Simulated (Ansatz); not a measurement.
Cd (hcp, Mg type)

```xyz
4
Lattice="6.0319 0.0000 0.0000 -1.5080 2.6119 0.0000 0.0000 0.0000 5.8216" Properties=species:S:1:pos:R:3 pbc="T T T"
Cd     0.0000     1.7412     4.3662
Cd     3.0159     1.7412     4.3662
Cd     1.5080     0.8706     1.4554
Cd     4.5239     0.8706     1.4554
```

The atoms are displaced by Q × the pattern below (from a DFPT mode at M = (0.5, 0.0, 0.0), largest move 1; Q in Å), at fixed cell. (q is in reciprocal vectors of the primitive cell; the cell shown is doubled to hold the pattern.)

| atom | x | y | z |
|---|---|---|---|
| Cd1 | 0.000 | 0.000 | -1.000 |
| Cd2 | 0.000 | 0.000 | 1.000 |
| Cd3 | 0.000 | 0.000 | -1.000 |
| Cd4 | 0.000 | 0.000 | 1.000 |

Calculation: PBE (plane waves to 420 eV, PAW, scalar-relativistic; Ansatz, a program for electronic structure). k mesh 9×18×8 (Γ-centred), Fermi-Dirac smearing 0.05 eV. E stands for the smeared free energy. With partly filled bands, energies and forces of such displacements shift with the k mesh and the smearing. Cd was relaxed with its symmetry unable to fall. The PAW data are Ansatz's earlier set. The relaxed volume of Cd is well above the measured one; the method has no dispersion term. ΔE is measured from the undisplaced structure. The last digit holds for this mesh only.

| Q (Å) | ΔE (meV/cell) |
|---|---|
| -0.2800 | 104.1 |
| -0.2333 | 64.0 |
| -0.1867 | 36.8 |
| -0.1400 | withheld |
| -0.0933 | 7.8 |
| -0.0467 | 1.9 |
| 0.0000 | 0.0 |
| 0.0467 | 1.9 |
| 0.0933 | 7.8 |
| 0.1400 | withheld |
| 0.1867 | 36.8 |
| 0.2333 | 64.0 |
| 0.2800 | 104.1 |

Q: Fit an even polynomial form (powers 2, 4) to the given rows and predict ΔE at Q = -0.1400.

A: Least squares on the 11 given rows: ΔE = (836.1)·Q² + (6267)·Q⁴, in meV/cell with Q in Å; root-mean-square residual 0.05 meV/cell. At -0.1400 the fit gives 18.8 meV/cell; the calculation gives 18.9 meV/cell, so the interpolation is off by -0.1 (-0.5 %). The quadratic term alone would give 16.4 meV/cell.

(For displaced atoms, the force is minus the slope of the energy, and its curvature is a force constant, which sets phonon frequencies.)
